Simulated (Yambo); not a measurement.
**NaCoO$_{2}$ at -0.7 % isotropic strain: lowest vertical excitons**

```xyz
4
Lattice="1.4344 0.8281 5.0799 -1.4344 0.8281 5.0799 0.0000 -1.6563 5.0799" Properties=species:S:1:pos:R:3 pbc="T T T"
O      0.0000     0.0000     3.4988
O      0.0000     0.0000    11.7408
Na     0.0000     0.0000     0.0000
Co     0.0000     0.0000     7.6198
```

The PBEsol cell relaxed from Materials Project entry mp-18921 was given an isotropic strain of -0.7 % on all lattice vectors, and the atoms were relaxed again.

BSE in Yambo on norm-conserving PBEsol (Quantum ESPRESSO, 96 Ry, no spin-orbit coupling) bands: 8×8×8 mesh, 6 valence and 3 conduction bands, static screening with 32 bands and a 4 Ry block, scissor 1.00 eV, Tamm-Dancoff; field along x.

```csv
state,energy (eV),states within 2 meV,relative strength,class,main transitions
1,1.03,2,< 0.01,dark,several band pairs
2,1.10,1,< 0.01,dark,several band pairs
3,1.56,1,< 0.01,dark,VB → CB (98 %)
4,1.57,2,1.00,strong,VB → CB (98 %)
5,1.60,1,< 0.01,dark,VB → CB (100 %)
6,1.64,2,< 0.01,dark,VB → CB (89 %)
7,1.75,2,0.46,strong,VB → CB (95 %)
8,1.75,1,< 0.01,dark,VB → CB (98 %)
```

These are vertical excitations (zero momentum); the indirect quasiparticle gap, about 1.83 eV, is smaller than the direct one (2.12 eV on the GW mesh). The direct quasiparticle gap on this mesh is 1.85 eV; counted from there, state 1 is bound by 0.82 eV. Convergence with the mesh was not shown.

Spin singlets only. Strengths are relative to the strongest of the lowest states of this run; strong means a line over 3 % of the spectrum's maximum, dark under 0.03 %. Absolute energies carry the error of the G0W0 scissor, whose convergence isn't established; the long-wavelength screening was taken along (1,1,1) although the crystal is anisotropic.

The 3d shell has no Hubbard U; the runs are without spin polarisation, and magnetic order was not tried.

The structure is a Materials Project entry; no match was found in the copy of COD used, and its stability was not checked.
